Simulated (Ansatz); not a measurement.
YSi (CsCl type, Pm-3m), a = 3.494 Å, b = 3.494 Å, c = 3.494 Å, α = 90.00°, β = 90.00°, γ = 90.00°.

Relaxed with PBEsol.

**Question.** Decompose the optical modes at the zone centre into irreducible representations, and say which are infrared and Raman allowed.

**Answer.** Point group m-3m: Γ_opt = T1u. Infrared: T1u. Raman: none.

**Question.** Assign frequencies (DFPT, the program Ansatz at the PBEsol level (PAW)).

**Answer.** T1u 212 cm⁻¹.

A made-up cell: these elements were put on the sites of a structure type; neither database checked (COD, Materials Project) lists it. Its standing as an ambient phase is unchecked. The PBEsol relaxation kept the symmetry of its start. At this level the phase is mechanically unstable. No spin polarisation was allowed. As this level gives no gap, phonon frequencies hold no LO–TO term and depend on the k-mesh and smearing (Fermi–Dirac, 0.1 eV here).

Potentials: the later of the program's two PAW sets.
